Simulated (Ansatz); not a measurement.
The relaxed structure here is a generated cell of NbP: the first start was made by a random draw of sites in a space group, and the end was not matched to a known phase here, so it may be hypothetical.

One starting cell of NbP (a randomly generated symmetric cell of NbP (space group No. 221)) was relaxed twice with Ansatz (plane waves, PAW, scalar-relativistic): with PBEsol at 420 eV and with PBE at 420 eV. The PBEsol result:

```cif
data_Nb3P3
_chemical_formula_sum 'Nb3 P3'
_space_group_name_H-M_alt 'P 1'
_space_group_IT_number 1
_cell_length_a 4.84297
_cell_length_b 4.84297
_cell_length_c 4.84297
_cell_angle_alpha 90.000
_cell_angle_beta 90.000
_cell_angle_gamma 90.000
loop_
_space_group_symop_operation_xyz
  'x, y, z'
loop_
_atom_site_label
_atom_site_type_symbol
_atom_site_fract_x
_atom_site_fract_y
_atom_site_fract_z
_atom_site_occupancy
Nb1 Nb 0.50000 0.00000 0.00000 1
Nb2 Nb 0.00000 0.50000 0.00000 1
Nb3 Nb 0.00000 0.00000 0.50000 1
P1 P 0.00000 0.50000 0.50000 1
P2 P 0.50000 0.00000 0.50000 1
P3 P 0.50000 0.50000 0.00000 1
```

```json
[
 {"quantity": "space group", "PBEsol": "Pm-3m", "PBE": "Pm-3m"},
 {"quantity": "volume (Å³/atom)", "PBEsol": "18.93", "PBE": "[?]"},
 {"quantity": "a (Å)", "PBEsol": "4.843", "PBE": "[?]"},
 {"quantity": "gap (eV, no spin-orbit coupling)", "PBEsol": "0.00", "PBE": "[?]"}
]
```

Task: What does PBE give for the same quantities?

Result: 
- volume (Å³/atom), PBE: 19.50
- a (Å), PBE: 4.891
- gap (eV, no spin-orbit coupling), PBE: 0.00

Both levels end in the same structure; PBE's volume is 3.0 % larger. Neither column is exact.

No spin polarisation in the result. A magnetic state may lie lower.

The run could not lose the symmetry of its start: the end is stationary, and may be a saddle point rather than a minimum.

All atoms sit on sites fixed by symmetry, so only the cell could relax.

Ansatz is a program for electronic structure.
